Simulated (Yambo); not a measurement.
Yambo run on Al3BC (space group P6_3/mmc, No. 194). The wavefunctions come from this Quantum ESPRESSO step (PBEsol, PseudoDojo standard norm-conserving files, scalar-relativistic):

```
&CONTROL
  calculation = 'nscf'
  pseudo_dir = './pseudo'
  outdir = './out'
/
&SYSTEM
  ibrav = 0
  nat = 10
  ntyp = 3
  ecutwfc = 82.0
  ecutrho = 328.0
  occupations = 'fixed'
  force_symmorphic = .true.
  nbnd = 217
/
&ELECTRONS
  conv_thr = 1e-08
  diago_full_acc = .true.
  diago_thr_init = 1e-08
/
ATOMIC_SPECIES
B 10.8100 B.upf
C 12.0110 C.upf
Al 26.9815 Al.upf
CELL_PARAMETERS angstrom
  3.481179864000   0.000000000000   0.000000000000
 -1.740589932000   3.014790197000   0.000000000000
  0.000000000000   0.000000000000  11.468370000000
ATOMIC_POSITIONS crystal
B   0.000000000000   0.000000000000   0.000000000000
B   0.000000000000   0.000000000000   0.500000000000
C   0.333333333000   0.666666667000   0.250000000000
C   0.666666667000   0.333333333000   0.750000000000
Al   0.666666667000   0.333333333000   0.924240000000
Al   0.333333333000   0.666666667000   0.075760000000
Al   0.333333333000   0.666666667000   0.424240000000
Al   0.666666667000   0.333333333000   0.575760000000
Al   0.000000000000   0.000000000000   0.750000000000
Al   0.000000000000   0.000000000000   0.250000000000
K_POINTS automatic
6 6 1 0 0 0
```

Yambo input:

```
rim_cut
gw0
dyson
el_el_corr
HF_and_locXC
ppa
em1d
RandQpts= 1000000
RandGvec= 1 Ry
EXXRLvcs= 82 Ry
VXCRLvcs= 328 Ry
Chimod= "HARTREE"
% BndsRnXp
 1 | 216 |
%
NGsBlkXp= 8 Ry
% LongDrXp
 1.0 | 1.0 | 1.0 |
%
PPAPntXp= 27.2114 eV
% GbndRnge
 1 | 216 |
%
GTermKind= "BG"
DysSolver= "n"
ExtendOut
% QPkrange
 1 | 1 | 16 | 17 |
 4 | 4 | 16 | 17 |
 7 | 7 | 16 | 17 |
%
```

k points by index: 1 = Γ, 4 = M, 7 = K.

Resulting energies as the program prints them:

```
#    K-point    Band    Eo [eV]    E [eV]    E-Eo [eV]    Vxc [eV]    Vnlxc [eV]    Sc|Eo [eV]    Sc|E [eV]    dSc/dw|Eo [eV]    Re(Z)    Im(Z)
#
    1    16    0.000000    -0.340916    -0.340916    -12.09694    -13.49605    0.960794    1.058195    -7.772682    0.777819    -0.001490
    1    17    1.621435    1.784328    0.162893    -11.11493    -6.917973    -3.990544    -4.034065    -7.265240    0.789268    -0.001377
    4    16    -1.310045    -1.706141    -0.396095    -11.56589    -13.28840    1.212791    1.326414    -7.804103    0.777121    -0.001524
    4    17    0.381952    0.465546    0.083593    -9.642613    -5.891603    -3.646432    -3.667417    -6.822955    0.799525    -0.001373
    7    16    -0.559355    -0.910609    -0.351254    -12.07869    -13.58637    1.056266    1.156421    -7.757202    0.778164    -0.001472
    7    17    1.766210    1.900803    0.134593    -9.769449    -5.622814    -3.977725    -4.012042    -6.931931    0.796973    -0.001440
```
(The two width columns are left out.) Convergence of these settings isn't established.

Geometry of the Materials Project entry, not relaxed at this level.

The structure is a Materials Project entry; no match was found in the copy of COD used, and its stability was not checked.
